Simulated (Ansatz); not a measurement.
Input for Ansatz (plane-wave DFT, PAW):

```yaml
crystal:
  lattice:
    - [3.8246790507, 0.0, 0.0]
    - [-1.9123395254, 3.3122692192, 0.0]
    - [0.0, 0.0, 45.4044102391]
  atoms:
    - { symbol: Se, position: [0.6666666667, 0.3333333333, 0.3931578995] }
    - { symbol: Sn, position: [0.0, 0.0, 0.4284089087] }
    - { symbol: Se, position: [0.3333333333, 0.6666666667, 0.4636599178] }
    - { symbol: Se, position: [0.3333333333, 0.6666666667, 0.5363400822] }
    - { symbol: Sn, position: [0.6666666667, 0.3333333333, 0.5715910913] }
    - { symbol: Se, position: [0.0, 0.0, 0.6068421005] }
  periodic: [true, true, false]
basis:
  ecutwfc: 420
kpoints:
  mp_grid: { grid: [12, 12, 1] }
  band_path:
    path:
      - [0, 0, 0]
      - [0.5, 0, 0]
      - [0.3333333333333, 0.3333333333333, 0]
      - [0, 0, 0]
    npoints: 8
hamiltonian:
  xc: pbe
  dispersion: d3bj
scf:
  occupations: { method: gaussian, width: 0.02 }
output:
  forces: true
  stress: true
  eigenvalues: true
  write_density: true
  write_potential: true
  elf: true
  volumetric_format: npy
relax:
  adjacent_minimum: "off"
  f_tol: 0.01
  max_steps: 50
  constraints: [{ sites: [0, 3], fix: xy }]
```

Launched with
```bash
ansatz run input.yaml --threads 2 --pin off --max-ram 5120MiB --backend cpu --events-out ev --progress --plain --runs-dir out
```

Method: Ansatz 0.2.0, DFT PBE+D3(BJ), scalar-relativistic, plane waves, PAW.

Abridged output:

```
Warning: crystal.symmetry: narrowed to the stabiliser of the relax constraints — unitary ops 12 → 6; lowered at sites 0, 2, 3, 5 (the operations that carried what is held of a site onto what its image site leaves free; the constrained walk keeps no symmetry that its constraints do not admit)
Warning: output.stress: scf.convergence.dr2_threshold = 1e-7 eV (the SCF's general default) is looser than the 6e-10 eV advised for a printed stress (1e-10 eV for each atom of the cell: 6). ...
Pseudopotentials: kind: paw
Pseudopotential: Se, paw, valence charge 16, recommended cutoff 420 eV (normal)
Pseudopotential: Sn, paw, valence charge 14, recommended cutoff 420 eV (normal)
Functional definition: PBE
Crystal: 6 atoms, lattice volume = 575.200 Å³
Basis set: ecut = 420 eV, 11227 PW (Γ), exchange–correlation on 54×54×640 points (8 copies of the dense FFT grid, shifted against one another)
Bands: 56, of which v1, the nominal top of the filled ones, is band 46 counted from 1 (45 counted from 0)
Symmetry: 6 space group operations
k-points: 19 of 144 (time reversal used)
Initial density: superposition of atomic densities (neutral atoms: chi_scale 0, normalization atom), corrected by the library's trained network
Initial wavefunctions: pseudopotential atomic-orbital guess
Functional: x = pbe(κ = 0.804, μ = 0.21951497), c = pbe(β = 0.06672455)
SCF iter   1: F=—  HF=-33928.407255 eV  |F-HF|=—  |Δ(HF+E_count)|=         —  Δρ=1.01e-3  dr2=4.96e-2  ethr=1.77e-3  ⟨swp⟩=13.9  Hψ=5791  notcnv=0  defer=4
SCF iter   2: F=—  HF=-33928.412200 eV  |F-HF|=—  |Δ(HF+E_count)|=   4.95e-3  Δρ=1.61e-3  dr2=1.62e-1  ethr=5.39e-5  ⟨swp⟩=4.7  Hψ=2269  notcnv=0  defer=65
SCF iter   3: F=—  HF=-33928.396247 eV  |F-HF|=—  |Δ(HF+E_count)|=   1.60e-2  Δρ=2.94e-4  dr2=7.35e-4  ethr=5.39e-5  ⟨swp⟩=3.6  Hψ=1411  notcnv=0  defer=65
SCF iter   4: F=—  HF=-33928.396740 eV  |F-HF|=—  |Δ(HF+E_count)|=   4.93e-4  Δρ=1.42e-4  dr2=9.12e-5  ethr=7.99e-7  ⟨swp⟩=3.1  Hψ=1915  notcnv=0  defer=65
SCF iter   5: F=—  HF=-33928.396857 eV  |F-HF|=—  |Δ(HF+E_count)|=   1.17e-4  Δρ=4.40e-5  dr2=1.86e-5  ethr=9.91e-8  ⟨swp⟩=2.9  Hψ=1658  notcnv=0  defer=65
SCF iter   6: F=—  HF=-33928.396873 eV  |F-HF|=—  |Δ(HF+E_count)|=   1.56e-5  Δρ=3.69e-5  dr2=1.25e-4  ethr=2.02e-8  ⟨swp⟩=2.9  Hψ=1652  notcnv=0  defer=65  recentre
SCF iter   7: F=-33928.396861 eV  HF=-33928.396863 eV  |F-HF|=1.36e-6  |Δ(HF+E_count)|=   1.00e-5  Δρ=9.87e-6  dr2=2.44e-6  ethr=2.72e-9  ⟨swp⟩=26.1  Hψ=11406  notcnv=0
SCF 1 converged in 7 iterations: F = -33928.396861 eV  dr2 = 2.44e-6
relax step   1: F+E_penalty+E_count = -33928.39686135 eV  Δ(F+E_penalty+E_count) = +0.000e0 eV  max|allowed force component| = 1.369e-1 eV/Å  Δτ_max = 0.0000 Å  (7 SCF iters, dr2 threshold 2.50e-6 eV, accepted)
Initial density: handed on by an earlier stage of this run
Initial wavefunctions: those handed on with the density
SCF iter   1: F=—  HF=-33928.454424 eV  |F-HF|=—  |Δ(HF+E_count)|=         —  Δρ=6.65e-3  dr2=1.42e-1  ethr=1.54e-4  ⟨swp⟩=2.3  Hψ=4571  notcnv=0  defer=71
SCF iter   2: F=—  HF=-33928.439432 eV  |F-HF|=—  |Δ(HF+E_count)|=   1.50e-2  Δρ=3.10e-3  dr2=7.73e-2  ethr=1.54e-4  ⟨swp⟩=3.0  Hψ=1395  notcnv=0  defer=71
SCF iter   3: F=—  HF=-33928.461031 eV  |F-HF|=—  |Δ(HF+E_count)|=   2.16e-2  Δρ=2.80e-3  dr2=2.98e-1  ethr=8.40e-5  ⟨swp⟩=4.4  Hψ=1749  notcnv=0  defer=71  recentre
SCF iter   4: F=—  HF=-33928.432177 eV  |F-HF|=—  |Δ(HF+E_count)|=   2.89e-2  Δρ=5.43e-4  dr2=1.12e-3  ethr=8.40e-5  ⟨swp⟩=3.8  Hψ=1523  notcnv=0  defer=71
SCF iter   5: F=—  HF=-33928.432224 eV  |F-HF|=—  |Δ(HF+E_count)|=   4.68e-5  Δρ=1.44e-4  dr2=9.88e-5  ethr=1.22e-6  ⟨swp⟩=4.0  Hψ=2381  notcnv=0  defer=74
SCF iter   6: F=—  HF=-33928.432247 eV  |F-HF|=—  |Δ(HF+E_count)|=   2.30e-5  Δρ=5.26e-5  dr2=5.29e-5  ethr=1.07e-7  ⟨swp⟩=2.9  Hψ=1360  notcnv=0  defer=74
SCF iter   7: F=—  HF=-33928.432257 eV  |F-HF|=—  |Δ(HF+E_count)|=   1.02e-5  Δρ=4.13e-5  dr2=1.07e-4  ethr=5.75e-8  ⟨swp⟩=2.6  Hψ=1303  notcnv=0  defer=74
SCF iter   8: F=—  HF=-33928.432250 eV  |F-HF|=—  |Δ(HF+E_count)|=   7.23e-6  Δρ=1.79e-5  dr2=1.78e-5  ethr=5.75e-8  ⟨swp⟩=2.1  Hψ=1127  notcnv=0  defer=74
SCF iter   9: F=-33928.432248 eV  HF=-33928.432249 eV  |F-HF|=7.11e-7  |Δ(HF+E_count)|=   1.06e-6  Δρ=4.72e-6  dr2=9.10e-7  ethr=1.27e-9  ⟨swp⟩=24.3  Hψ=10687  notcnv=0
SCF 2 converged in 9 iterations: F = -33928.432248 eV  dr2 = 9.10e-7
relax step   2: F+E_penalty+E_count = -33928.43224830 eV  Δ(F+E_penalty+E_count) = -3.539e-2 eV  max|allowed force component| = 7.089e-2 eV/Å  Δτ_max = 0.1946 Å  (9 SCF iters, dr2 threshold 1.17e-6 eV, accepted)
SCF iter   1: F=—  HF=-33928.427035 eV  |F-HF|=—  |Δ(HF+E_count)|=         —  Δρ=6.87e-4  dr2=2.55e-3  ethr=2.13e-5  ⟨swp⟩=5.8  Hψ=2637  notcnv=0  defer=70
SCF iter   2: F=—  HF=-33928.426507 eV  |F-HF|=—  |Δ(HF+E_count)|=   5.28e-4  Δρ=3.12e-4  dr2=1.02e-3  ethr=2.77e-6  ⟨swp⟩=2.2  Hψ=1584  notcnv=0  defer=70
SCF iter   3: F=—  HF=-33928.426719 eV  |F-HF|=—  |Δ(HF+E_count)|=   2.12e-4  Δρ=2.78e-4  dr2=3.63e-3  ethr=1.11e-6  ⟨swp⟩=3.0  Hψ=1519  notcnv=0  defer=70  recentre
SCF iter   4: F=—  HF=-33928.426378 eV  |F-HF|=—  |Δ(HF+E_count)|=   3.41e-4  Δρ=5.23e-5  dr2=2.02e-5  ethr=1.11e-6  ⟨swp⟩=2.8  Hψ=1359  notcnv=0  defer=70
SCF iter   5: F=—  HF=-33928.426406 eV  |F-HF|=—  |Δ(HF+E_count)|=   2.72e-5  Δρ=2.10e-5  dr2=5.32e-6  ethr=2.19e-8  ⟨swp⟩=3.5  Hψ=1578  notcnv=0  defer=70
SCF iter   6: F=—  HF=-33928.426408 eV  |F-HF|=—  |Δ(HF+E_count)|=   2.28e-6  Δρ=1.72e-5  dr2=2.14e-5  ethr=5.79e-9  ⟨swp⟩=2.8  Hψ=1506  notcnv=0  defer=70  recentre
SCF iter   7: F=-33928.426406 eV  HF=-33928.426406 eV  |F-HF|=7.26e-8  |Δ(HF+E_count)|=   1.84e-6  Δρ=3.73e-6  dr2=2.13e-7  ethr=3.41e-10  ⟨swp⟩=23.7  Hψ=10504  notcnv=0
SCF 3 converged in 7 iterations: F = -33928.426406 eV  dr2 = 2.13e-7
relax step   3: F+E_penalty+E_count = -33928.42640587 eV  Δ(F+E_penalty+E_count) = +5.842e-3 eV  max|allowed force component| = 1.840e-1 eV/Å  Δτ_max = 0.0346 Å  (7 SCF iters, dr2 threshold 3.14e-7 eV, rejected (line search))
SCF iter   1: F=—  HF=-33928.433446 eV  |F-HF|=—  |Δ(HF+E_count)|=         —  Δρ=6.30e-4  dr2=1.75e-3  ethr=2.09e-5  ⟨swp⟩=5.4  Hψ=2388  notcnv=0  defer=70
SCF iter   2: F=—  HF=-33928.433012 eV  |F-HF|=—  |Δ(HF+E_count)|=   4.34e-4  Δρ=2.95e-4  dr2=3.81e-4  ethr=1.91e-6  ⟨swp⟩=2.1  Hψ=1512  notcnv=0  defer=70
SCF iter   3: F=—  HF=-33928.433009 eV  |F-HF|=—  |Δ(HF+E_count)|=   2.80e-6  Δρ=1.10e-4  dr2=6.06e-4  ethr=4.15e-7  ⟨swp⟩=3.2  Hψ=1638  notcnv=0  defer=70
SCF iter   4: F=—  HF=-33928.432957 eV  |F-HF|=—  |Δ(HF+E_count)|=   5.29e-5  Δρ=4.24e-5  dr2=5.61e-5  ethr=4.15e-7  ⟨swp⟩=2.3  Hψ=1185  notcnv=0  defer=70
SCF iter   5: F=—  HF=-33928.432986 eV  |F-HF|=—  |Δ(HF+E_count)|=   2.93e-5  Δρ=1.69e-5  dr2=1.34e-6  ethr=6.10e-8  ⟨swp⟩=2.8  Hψ=1387  notcnv=0  defer=70
SCF iter   6: F=—  HF=-33928.432987 eV  |F-HF|=—  |Δ(HF+E_count)|=   6.62e-7  Δρ=6.40e-6  dr2=1.84e-6  ethr=1.45e-9  ⟨swp⟩=3.3  Hψ=1828  notcnv=0  defer=70
SCF iter   7: F=—  HF=-33928.432986 eV  |F-HF|=—  |Δ(HF+E_count)|=   5.16e-8  Δρ=3.44e-6  dr2=5.78e-7  ethr=1.45e-9  ⟨swp⟩=2.0  Hψ=1151  notcnv=0  defer=70
SCF iter   8: F=-33928.432986 eV  HF=-33928.432986 eV  |F-HF|=3.93e-8  |Δ(HF+E_count)|=   4.10e-8  Δρ=1.40e-6  dr2=5.86e-8  ethr=1.09e-10  ⟨swp⟩=22.5  Hψ=9596  notcnv=0
SCF 4 converged in 8 iterations: F = -33928.432986 eV  dr2 = 5.86e-8
relax step   4: F+E_penalty+E_count = -33928.43298641 eV  Δ(F+E_penalty+E_count) = -7.381e-4 eV  max|allowed force component| = 4.832e-3 eV/Å  Δτ_max = 0.0073 Å  (8 SCF iters, accepted)
SCF converged after 8 iterations
Free energy (F): -33928.432986 eV
Harris-Foulkes:  -33928.432986 eV  (|F-HF|=3.93e-8)
Internal energy: -33928.432986 eV  (E = F + TS)
E sigma→0 (E₀):  -33928.432986 eV
Fermi energy:    -5.597213 eV
--- Per-component energies (eV) ---
  E_band       = -2998.616249
  E_kinetic    = 847.915196
  E_local      = -440502.376203  (includes V_loc(G=0)·N_el)
  E_nonlocal   = -2444.813106
  E_hartree    = 219765.851413
  E_xc         = -1178.562361
  E_vxc        = -581.108373  (∫ρ·V_xc dr)
  E_paw        = -15927.594469  (= ΣΔE_a)
  E_vpaw       = 149.998520  (= ΣTr[D̂ρ^β])
  E_aug_tail   = -0.002430  (compensation charges beyond the density's cutoff)
  E_ewald      = 205512.852457
  E_disp       = -1.703484  (pairwise vdW)
  E_smearing   =  0.000000  (= −TS)
--- Forces (eV/Å), atoms counted from 1 ---
  atom   1  Se     0.00000000     0.00000000     0.00083956
  atom   2  Sn     0.00000000     0.00000000    -0.00482701
  atom   3  Se     0.00000000     0.00000000     0.00384936
  atom   4  Se     0.00000000     0.00000000    -0.00360933
  atom   5  Sn     0.00000000     0.00000000     0.00430212
  atom   6  Se     0.00000000     0.00000000    -0.00052576
--- 2D stress c σ (N/m, compression-positive) ---
       -0.221428       0.000000       0.000000
        0.000000      -0.221428       0.000000
        0.000000       0.000000       0.000000
  P = ½ c Tr σ = -0.2214 N/m
--- Band table (eV; the first three rows and the last of 19) ---
  k-point 0: bands = ["-52.6716", "-52.6716", "-52.6715", "-52.6715", "-52.6605", "-52.6605", "-52.6601", "-52.6601", "-52.6513", "-52.6513", "-52.6512", "-52.6512", "-52.6433", "-52.6429", "-52.6364", "-52.6364", "-52.6361", "-52.6361", "-52.6270", "-52.6267", "-27.1261", "-27.1261", "-27.1259", "-27.1259", "-27.0887", "-27.0885", "-27.0785", "-27.0785", "-27.0783", "-27.0783", "-19.4996", "-19.4604", "-18.2161", "-18.1418", "-11.7809", "-11.5221", "-7.5185", "-6.8147", "-6.4533", "-6.4533", "-6.4105", "-6.4105", "-6.0674", "-6.0674", "-6.0196", "-6.0196", "-4.5775", "-4.0337", "-2.8803", "-2.8018", "-1.3593 (-1.3593°)", "-1.3593 (-1.3593°)", "-1.3280 (-1.3280°)", "-1.3280 (-1.3280°)", "-0. ...
  k-point 1: bands = ["-52.6715", "-52.6715", "-52.6715", "-52.6715", "-52.6605", "-52.6604", "-52.6601", "-52.6601", "-52.6513", "-52.6513", "-52.6512", "-52.6512", "-52.6433", "-52.6429", "-52.6364", "-52.6364", "-52.6361", "-52.6361", "-52.6270", "-52.6267", "-27.1285", "-27.1283", "-27.1234", "-27.1232", "-27.0869", "-27.0867", "-27.0804", "-27.0803", "-27.0785", "-27.0783", "-19.4337", "-19.3941", "-18.1692", "-18.0951", "-11.7854", "-11.5411", "-7.5108", "-7.0880", "-7.0473", "-6.7637", "-6.6828", "-6.6432", "-6.4433", "-6.3570", "-6.0082", "-5.9557", "-4.1558", "-3.7270", "-2.4310", "-2.3700", "-1.5411 (-1.5411°)", "-1.4148 (-1.4148°)", "-1.2026 (-1.2026°)", "-1.1632 (-1.1632°)", "-0. ...
  k-point 2: bands = ["-52.6715", "-52.6715", "-52.6714", "-52.6714", "-52.6605", "-52.6603", "-52.6601", "-52.6600", "-52.6514", "-52.6513", "-52.6513", "-52.6512", "-52.6432", "-52.6428", "-52.6364", "-52.6364", "-52.6361", "-52.6361", "-52.6270", "-52.6266", "-27.1360", "-27.1358", "-27.1164", "-27.1162", "-27.0863", "-27.0861", "-27.0806", "-27.0804", "-27.0780", "-27.0778", "-19.2408", "-19.1999", "-18.0394", "-17.9658", "-11.8337", "-11.6349", "-8.2168", "-8.0816", "-7.4220", "-7.2193", "-7.1055", "-7.1014", "-7.0694", "-6.6044", "-6.0164", "-5.9572", "-3.8313", "-3.6111", "-2.1915", "-1.9313", "-1.0281 (-1.0281°)", "-0.9396 (-0.9396°)", "-0.8419 (-0.8419°)", "-0.7772 (-0.7772°)", "-0. ...
  k-point 18: bands = ["-52.6712", "-52.6712", "-52.6712", "-52.6712", "-52.6602", "-52.6601", "-52.6598", "-52.6598", "-52.6514", "-52.6514", "-52.6513", "-52.6513", "-52.6430", "-52.6426", "-52.6365", "-52.6365", "-52.6362", "-52.6362", "-52.6267", "-52.6264", "-27.1377", "-27.1376", "-27.1376", "-27.1374", "-27.0807", "-27.0807", "-27.0806", "-27.0805", "-27.0589", "-27.0587", "-17.6879", "-17.6036", "-17.6033", "-17.5666", "-13.0522", "-13.0520", "-9.7238", "-9.6224", "-9.6223", "-9.5294", "-9.2498", "-9.2496", "-7.1956", "-6.8664", "-6.8661", "-6.5389", "-4.2041", "-4.2039", "-1.0401", "-0.8182", "-0.8181", "-0.4106", "0.6316", "0.6317", "2.1250", "2.1251"]
  ° read free of the cell's end (the report's vacuum.weakly_bound_levels)
--- Relaxed structure (4 steps of the walk, 3 accepted, 0 SCFs on fresh bases) ---
  F+E_penalty+E_count = -33928.43298641 eV   max|allowed force component| = 4.832e-3 eV/Å
  cell:  # Å, volume = 575.1997 Å³
    - [3.82467905, 0.0, 0.0]
    - [-1.91233952, 3.31226921, 0.0]
    - [0.0, 0.0, 45.4044102391]
  atoms:
    - { symbol: Se, position: [0.66666666, 0.33333333, 0.38899685] }
    - { symbol: Sn, position: [0.0, 0.0, 0.42426639] }
    - { symbol: Se, position: [0.33333333, 0.66666666, 0.45953469] }
    - { symbol: Se, position: [0.33333333, 0.66666666, 0.54046521] }
    - { symbol: Sn, position: [0.66666666, 0.33333333, 0.57573392] }
    - { symbol: Se, position: [0.0, 0.0, 0.61100291] }
```

The relaxation met its thresholds.

It took 2.3 min on 2 threads of Arm Neoverse V2, on a shared host, peak memory 1.2 GiB.